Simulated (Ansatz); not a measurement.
Y₂CI₂:
Space group P-3m1 (No. 164); a = 3.876 Å, b = 3.876 Å, c = 10.772 Å, α = 90.00°, β = 90.00°, γ = 120.00°

| atom | site | symmetry | x | y | z |
|---|---|---|---|---|---|
| Y | 2d | 3m. | 0.3333 | 0.6667 | 0.1216 |
| C | 1a | -3m. | 0.0000 | 0.0000 | 0.0000 |
| I | 2d | 3m. | 0.6667 | 0.3333 | 0.3219 |

Relaxed with r²SCAN.

Question: Which orbitals make up the states near the band edges in r²SCAN in the plane-wave PAW code Ansatz?

Answer: Top 1 eV of the valence band: C 2p 52 %, Y 4d 29 %, I 5p 15 %. Bottom 1 eV of the conduction band: Y 4d 87 %, I 5p 6 %. Projections are on Löwdin-orthogonalised atomic valence shells; empty p or d shells of many metals are not among them.

Question: Tabulate the density of states.

Answer: States/eV per cell of 5 atoms, in 0.25 eV bins, energy from the valence-band maximum.

```
E (eV)  total  Y 4d  I 5p  C 2p
------  -----  ----  ----  ----
-7.85    0.00  0.00  0.00  0.00
-7.60    0.00  0.00  0.00  0.00
-7.35    0.00  0.00  0.00  0.00
-7.10    0.00  0.00  0.00  0.00
-6.85    0.00  0.00  0.00  0.00
-6.60    0.00  0.00  0.00  0.00
-6.35    0.00  0.00  0.00  0.00
-6.10    0.00  0.00  0.00  0.00
-5.85    0.00  0.00  0.00  0.00
-5.60    0.00  0.00  0.00  0.00
-5.35    0.00  0.00  0.00  0.00
-5.10    0.00  0.00  0.00  0.00
-4.85    0.00  0.00  0.00  0.00
-4.60    0.00  0.00  0.00  0.00
-4.35    0.91  0.11  0.72  0.02
-4.10    3.24  0.33  2.65  0.04
-3.85    5.13  0.52  4.19  0.08
-3.60    3.61  0.38  2.94  0.07
-3.35    1.88  0.20  1.39  0.08
-3.10    6.68  0.72  5.05  0.27
-2.85    5.39  0.68  4.19  0.16
-2.60    4.70  0.57  3.83  0.06
-2.35    2.41  0.26  2.02  0.03
-2.10    2.60  0.30  2.18  0.04
-1.85    3.92  0.51  3.23  0.10
-1.60    3.70  0.56  2.84  0.23
-1.35    6.58  1.43  2.77  2.02
-1.10    3.65  0.81  1.26  1.36
-0.85    4.79  1.44  0.99  2.15
-0.60    7.13  2.22  0.58  4.02
-0.35    5.13  1.37  0.67  2.93
-0.10    0.53  0.08  0.24  0.20
0.15     0.00  0.00  0.00  0.00
0.40     0.00  0.00  0.00  0.00
0.65     0.00  0.00  0.00  0.00
0.90     0.34  0.31  0.01  0.00
1.15     1.05  0.94  0.06  0.03
1.40     1.15  1.00  0.07  0.05
1.65     1.46  1.24  0.11  0.07
1.90     1.82  1.51  0.15  0.11
2.15     1.02  0.85  0.08  0.06
2.40     0.80  0.67  0.06  0.04
2.65     0.51  0.44  0.04  0.01
2.90     2.59  2.28  0.17  0.04
3.15     2.46  2.02  0.19  0.08
3.40     1.86  1.48  0.16  0.06
3.65     1.61  1.24  0.13  0.05
3.90     1.94  1.42  0.16  0.08
4.15     4.49  3.24  0.34  0.32
4.40     6.90  4.88  0.42  0.52
4.65     6.51  4.81  0.52  0.35
4.90     6.58  5.10  0.36  0.33
5.15     3.53  2.69  0.15  0.10
5.40     5.45  3.62  0.26  0.18
5.65     6.02  3.60  0.30  0.20
```

The first step of the workflow began from a Materials Project structure, measured or hypothetical; the Crystallography Open Database copy checked does not list it. Whether it is the stable phase at ambient conditions was not checked. The r²SCAN relaxation kept the symmetry of its start; whether a distortion lowers the energy is not shown. The run is not spin-polarised. A crystal of weakly bound layers computed without a dispersion correction: the cell and the soft elastic constants depend strongly on that. Spin–orbit coupling is left out wherever it is not named.

Potentials: the later of the program's two PAW sets.
